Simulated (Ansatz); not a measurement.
Values for one crystal, relaxed and computed with DFT-r²SCAN in the program Ansatz with PAW potentials; other levels are named.

| Quantity | Value |
|---|---|
| Volume per atom | 29.17 Å³ |
| Band gap | 2.17 eV (smallest direct gap 2.19 eV) |
| Pressure derivative B′ | 5.4 |
| Hole effective mass with spin–orbit coupling | 3.3, 4.1, 4.1 mₑ (principal values) |
| Bulk modulus (Birch–Murnaghan fit) | 15.1 GPa |
| Valence-band maximum | at X |
| Formation energy from the elements (no fitted shifts) | -1.52 eV/atom |

### Question
Which of these materials gives this?
A. CrN, R-3m (Cr on 3a, N on 3b)
B. K2PtCl4, P4/mmm (K on 2e, Pt on 1a, Cl on 4j)
C. K3GaF6, Fm-3m (K on 8c, K on 4b, Ga on 4a, F on 24e)
D. KNdO2, R-3m (K on 3a, Nd on 3b, O on 6c)

### Answer
B, K2PtCl4, P4/mmm (K on 2e, Pt on 1a, Cl on 4j)

The workflow started from a Materials Project entry (that database holds measured and hypothetical structures alike); the Crystallography Open Database files this formula in space group No. 123, but the cells were not matched. Whether it is the stable phase at ambient conditions was not checked. Symmetry was held in the r²SCAN relaxation; whether a distortion lowers the energy is not shown. No spin polarisation was allowed. The references are the lowest solids computed at this level, not always the standard phases (solids in place of the gases). Spin–orbit coupling is left out wherever it is not named.

Potentials: the later of the program's two PAW sets.
